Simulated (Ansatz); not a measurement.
The relaxed structure here is a generated cell of Hf3N4: the first start was made by placing the elements on the sites of a structure type, and the end was not matched to a known phase here, so it may be hypothetical.

The end point of a relaxation of Hf$_{3}$N$_{4}$. Space group P6₃/m (No. 176). These are PBEsol (plane waves to 420 eV, PAW, scalar-relativistic; Ansatz, an electronic-structure program) values and carry that method's errors.

```cif
data_Hf6N8
_chemical_formula_sum 'Hf6 N8'
_space_group_name_H-M_alt 'P 1'
_space_group_IT_number 1
_cell_length_a 8.63958
_cell_length_b 8.63958
_cell_length_c 3.54886
_cell_angle_alpha 90.000
_cell_angle_beta 90.000
_cell_angle_gamma 120.000
loop_
_space_group_symop_operation_xyz
  'x, y, z'
loop_
_atom_site_label
_atom_site_type_symbol
_atom_site_fract_x
_atom_site_fract_y
_atom_site_fract_z
_atom_site_occupancy
Hf1 Hf 0.85137 0.59421 0.75000 1
Hf2 Hf 0.74284 0.14863 0.75000 1
Hf3 Hf 0.40579 0.25716 0.75000 1
Hf4 Hf 0.14863 0.40579 0.25000 1
Hf5 Hf 0.25716 0.85137 0.25000 1
Hf6 Hf 0.59421 0.74284 0.25000 1
N1 N 0.67407 0.68394 0.75000 1
N2 N 0.00987 0.32593 0.75000 1
N3 N 0.31606 0.99013 0.75000 1
N4 N 0.32593 0.31606 0.25000 1
N5 N 0.99013 0.67407 0.25000 1
N6 N 0.68394 0.00987 0.25000 1
N7 N 0.66667 0.33333 0.75000 1
N8 N 0.33333 0.66667 0.25000 1
```

Task: Give the band gap at the level PBEsol.

Result: 2.44 eV, indirect (valence top at Γ, conduction bottom at k = (0.25, 0.25, 0.375)) (no spin-orbit coupling).

Task: Estimate the smallest direct gap that PBEsol returns for this input.

Result: 2.86 eV at k = (0.25, 0.25, 0.375).

No spin polarisation in the result.

The run could not lose the symmetry of its start, so the end can be a saddle point.
